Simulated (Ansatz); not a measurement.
CH3F in its lowest state found on the top face of a (100) slab of Cu (Fm-3m (No. 225)), 4 planes, outer planes Cu (top) and Cu (bottom); 1 a cell of 25.40 Å², its atoms last:

```
CELL_PARAMETERS angstrom
5.03937 0.00000 0.00000
0.00000 5.03937 0.00000
0.00000 0.00000 25.05756
ATOMIC_POSITIONS crystal
Cu 0.25000 0.25000 0.31926
Cu 0.25000 0.75000 0.31926
Cu 0.75000 0.25000 0.31926
Cu 0.75000 0.75000 0.31926
Cu 0.50000 0.50000 0.39037
Cu 0.50000 0.00000 0.39037
Cu 0.00000 0.50000 0.39037
Cu 0.00000 0.00000 0.39037
Cu 0.74940 0.75039 0.46300
Cu 0.74934 0.24978 0.46295
Cu 0.25064 0.75027 0.46292
Cu 0.25068 0.24990 0.46287
Cu 0.00069 0.00045 0.53273
Cu 0.00013 0.49991 0.53307
Cu 0.49940 0.00022 0.53407
Cu 0.49993 0.50003 0.53337
C 0.82886 0.95209 0.65920
F 0.55858 0.00101 0.64970
H 0.86798 0.97980 0.70195
H 0.87442 0.74804 0.64679
H 0.94691 0.09303 0.63538
```

Level of theory: Ansatz 0.2.0, DFT PBE+D3(BJ), scalar-relativistic, plane waves, PAW. Settings: cutoff 420 eV, Γ-centred mesh 4×4×1 on the computed 21-atom cell, Gaussian smearing of 0.10 eV; no spin polarisation. A dipole correction removes the field between periodic images along c.

The clean top face has a work function of 4.52 eV. Adsorption changes the slab's dipole along +c by Δp = +0.1117 e·Å a cell (+0.54 D an adsorbate).

Q: What change of work function does the Helmholtz equation give?

A: A sheet of dipoles makes a step in an electron's potential energy of −e·Δp/(ε0·A), and e/ε0 = 180.95 eV·Å for Δp in e·Å: −180.95 × (0.1117)/25.40 = -0.80 eV. This is the change of φ(top) − φ(bottom). If the bottom face is unmoved, φ(top) becomes 3.72 eV.

Q: How does that compare with the calculation?

A: φ(top) changes by -0.82 eV and φ(bottom) by -0.02 eV, so their difference changes by -0.80 eV. The bottom face hardly moves.

Q: What does the sign say about the electrons?

A: The change of dipole points out of the surface, so the work function falls. The molecule's own dipole can set this sign. Δp also holds the adsorbate's own dipole and the moves of the surface atoms, so it isn't a charge transfer alone.

Spin polarisation was left out, and a magnetic state may lie lower.